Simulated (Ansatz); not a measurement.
**Question.** AlBN2 (chalcopyrite, I-42d) is relaxed with the program Ansatz at the PBE level (PAW). What lattice parameters of the conventional cell result?

**Answer.** a = 4.104 Å, c = 7.685 Å.

**Question.** Give the free coordinates with the occupied sites.

**Answer.** In one choice of origin and axes:

```json
[
 {"atom": "Al", "site": "4a", "symmetry": "-4..", "x": "0.0000", "y": "0.0000", "z": "0.0000"},
 {"atom": "B", "site": "4b", "symmetry": "-4..", "x": "0.0000", "y": "0.0000", "z": "0.5000"},
 {"atom": "N", "site": "8d", "symmetry": ".2.", "x": "0.2500", "y": "0.1940", "z": "0.3750"}
]
```

**Question.** Is it a metal or does it have a gap at this level?

**Answer.** A gap of 2.89 eV, direct.

The start of the workflow was typed in or built on a structure type; neither database checked (COD, Materials Project) lists it. Its standing as an ambient phase is unchecked. Symmetry was held in the PBE relaxation; its stability against distortions is not shown here.

Potentials: the earlier of the program's two PAW sets.
